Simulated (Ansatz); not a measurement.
## Ga2Os: pressure coefficient of the gap from its deformation potential

Method: DFT r2SCAN, scalar-relativistic, plane waves, PAW (Ansatz). Cutoff 500 eV, mesh 8×8×8 in the first runs.

The relaxed cell is Fddd with a = 4.718 Å, b = 8.257 Å, c = 8.705 Å. An equation of state gives B0 = 196.1 GPa at V0 = 14.131 Å³/atom, and gaps on the k mesh of 0.961 eV at 13.706 Å³/atom, 0.936 eV at 14.130 Å³/atom, 0.912 eV at 14.554 Å³/atom.

Problem. Predict dE_g/dP at zero pressure, and compare with cells relaxed under pressure.

Solution. A parabola in ln V through the three points has the slope a = dE_g/d ln V = -0.80 eV at V0. Since dP = −B d ln V, dE_g/dP = −a/B = 4.1 meV/GPa. Separate runs under pressure gave gaps (over the zone) of 0.906 eV at -2.00 GPa, 0.914 eV at 0.00 GPa, 0.922 eV at 2.01 GPa, a slope of 3.9 meV/GPa at zero. The two routes agree within 0.2 meV/GPa. Compression widens this gap. Pressure coefficients of semilocal functionals are as a rule better than their gaps.

Spin-orbit coupling is left out, which matters for the bands of heavy elements.